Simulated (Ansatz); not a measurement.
Data:

Hf5Si3:
Space group P6₃/mcm (No. 193); a = b = 7.864 Å, c = 5.478 Å, α = β = 90.00°, γ = 120.00°

| atom | site | symmetry | x | y | z |
|---|---|---|---|---|---|
| Hf | 6g | m2m | 0.2526 | 0.2526 | 0.7500 |
| Hf | 4d | 3.2 | 0.3333 | 0.6667 | 0.0000 |
| Si | 6g | m2m | 0.3905 | 0.3905 | 0.2500 |

This is the r²SCAN-relaxed structure.

**Question.** All from r²SCAN (plane waves, PAW; program Ansatz), unless another level is named. Give the electronic character.

**Answer.** metallic (no gap).

**Question.** Give the density of states at the Fermi level.

**Answer.** 0.36 states/eV per atom (mean over ±0.08 eV).

**Question.** And the formation energy from the elements (no fitted shifts)?

**Answer.** -0.78 eV/atom.

Space group P6_3/mcm. The workflow started from a Materials Project entry (that database holds measured and hypothetical structures alike); the Crystallography Open Database copy checked does not list it. Whether it is the stable phase at ambient conditions was not checked. The r²SCAN relaxation kept the symmetry of its start; whether a distortion lowers the energy is not shown. No spin polarisation was allowed. The references are the lowest solids computed at this level, not always the standard phases. Scalar-relativistic: spin–orbit coupling is off unless named, which matters more the heavier the elements.

Potentials: the later of the program's two PAW sets.
